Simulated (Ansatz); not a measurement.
Geometry optimisation in Ansatz: input, command and trajectory.

```yaml
crystal:
  lattice:
    - [4.0995889344, 0.0, 0.0]
    - [-2.0497944672, 3.5503481622, 0.0]
    - [0.0, 0.0, 17.1851181898]
  atoms:
    - { symbol: In, position: [0.3333333333, 0.6666666667, 0.1675954858] }
    - { symbol: In, position: [0.6666666667, 0.3333333333, 0.6675954858] }
    - { symbol: In, position: [0.3333333333, 0.6666666667, 0.3324045142] }
    - { symbol: In, position: [0.6666666667, 0.3333333333, 0.8324045142] }
    - { symbol: Se, position: [0.3333333333, 0.6666666667, 0.5924915567] }
    - { symbol: Se, position: [0.6666666667, 0.3333333333, 0.0924915567] }
    - { symbol: Se, position: [0.3333333333, 0.6666666667, 0.9075084433] }
    - { symbol: Se, position: [0.6666666667, 0.3333333333, 0.4075084433] }
basis:
  ecutwfc: 420
kpoints:
  mp_grid: { grid: [12, 12, 2] }
hamiltonian:
  xc: pbe
  dispersion: d3bj
scf:
  occupations: { method: gaussian, width: 0.02 }
output:
  forces: true
  stress: true
  eigenvalues: true
  write_density: true
  write_potential: true
  elf: true
  volumetric_format: npy
relax:
  adjacent_minimum: "off"
  f_tol: 0.01
  max_steps: 30
  cell: { stress_tol: 0.1, fix: [volume] }
```

```bash
ansatz run input.yaml --threads 2 --pin off --max-ram 5120MiB --backend cpu --events-out ev --progress --plain --runs-dir out
```

Method: DFT PBE+D3(BJ), scalar-relativistic, plane waves, PAW (Ansatz 0.2.0).

The volume is held at 1.06 times that of the relaxed cell.

Of 5 frames 4 are shown, positions in Å and forces in eV/Å; the SCF threshold varies from step to step. Steps run on the plane waves of an earlier cell, with a Pulay correction in the pressure. The basis is chosen afresh for the last frame, the zero of the energies, and at times for earlier ones too; energy and pressure step there, also at an unchanged geometry. The mark taken_back stands on steps that the optimiser undid.

```xyz
8
Lattice="4.0996 0.0000 0.0000 -2.0498 3.5503 0.0000 0.0000 0.0000 17.1851" Properties=species:S:1:pos:R:3:forces:R:3 pbc="T T T" step=1 free_energy_over_end_meV_per_atom=2.44 pressure_GPa=-1.89
In    0.0000    2.3669    2.8801    0.0000    0.0000   -0.0934
In    2.0498    1.1834   11.4727    0.0000    0.0000   -0.0934
In    0.0000    2.3669    5.7124    0.0000    0.0000    0.0934
In    2.0498    1.1834   14.3050    0.0000    0.0000    0.0934
Se    0.0000    2.3669   10.1820    0.0000    0.0000    0.1963
Se    2.0498    1.1834    1.5895    0.0000    0.0000    0.1963
Se    0.0000    2.3669   15.5956    0.0000    0.0000   -0.1963
Se    2.0498    1.1834    7.0031    0.0000    0.0000   -0.1963
8
Lattice="4.0825 0.0000 0.0000 -2.0412 3.5355 0.0000 0.0000 0.0000 17.3297" Properties=species:S:1:pos:R:3:forces:R:3 pbc="T T T" step=2 free_energy_over_end_meV_per_atom=7.13 pressure_GPa=0.15 taken_back
In    0.0000    2.3570    2.9566    0.0000    0.0000   -0.0345
In    2.0412    1.1785   11.6215    0.0000    0.0000   -0.0345
In    0.0000    2.3570    5.7082    0.0000    0.0000    0.0345
In    2.0412    1.1785   14.3730    0.0000    0.0000    0.0345
Se    0.0000    2.3570   10.4018    0.0000    0.0000   -0.3344
Se    2.0412    1.1785    1.7369    0.0000    0.0000   -0.3344
Se    0.0000    2.3570   15.5927    0.0000    0.0000    0.3344
Se    2.0412    1.1785    6.9279    0.0000    0.0000    0.3344
8
Lattice="4.0817 0.0000 0.0000 -2.0409 3.5349 0.0000 0.0000 0.0000 17.3358" Properties=species:S:1:pos:R:3:forces:R:3 pbc="T T T" step=3 free_energy_over_end_meV_per_atom=0.07 pressure_GPa=-1.15
In    0.0000    2.3566    2.9267    0.0000    0.0000   -0.0034
In    2.0409    1.1783   11.5946    0.0000    0.0000   -0.0034
In    0.0000    2.3566    5.7412    0.0000    0.0000    0.0034
In    2.0409    1.1783   14.4091    0.0000    0.0000    0.0034
Se    0.0000    2.3566   10.3231    0.0000    0.0000    0.0037
Se    2.0409    1.1783    1.6552    0.0000    0.0000    0.0037
Se    0.0000    2.3566   15.6806    0.0000    0.0000   -0.0037
Se    2.0409    1.1783    7.0127    0.0000    0.0000   -0.0037
8
Lattice="4.0750 0.0000 0.0000 -2.0375 3.5290 0.0000 0.0000 0.0000 17.3932" Properties=species:S:1:pos:R:3:forces:R:3 pbc="T T T" step=5 free_energy_over_end_meV_per_atom=0.00 pressure_GPa=-1.06
In    0.0000    2.3527    2.9415    0.0000    0.0000   -0.0001
In    2.0375    1.1763   11.6381    0.0000    0.0000   -0.0001
In    0.0000    2.3527    5.7552    0.0000    0.0000    0.0001
In    2.0375    1.1763   14.4518    0.0000    0.0000    0.0001
Se    0.0000    2.3527   10.3636    0.0000    0.0000   -0.0040
Se    2.0375    1.1763    1.6670    0.0000    0.0000   -0.0040
Se    0.0000    2.3527   15.7262    0.0000    0.0000    0.0040
Se    2.0375    1.1763    7.0296    0.0000    0.0000    0.0040
```

It took 3.4 min on 2 threads of Intel(R) Xeon(R) Processor @ 2.50GHz (Skylake/Cascade Lake), on a shared host, peak memory 0.88 GiB.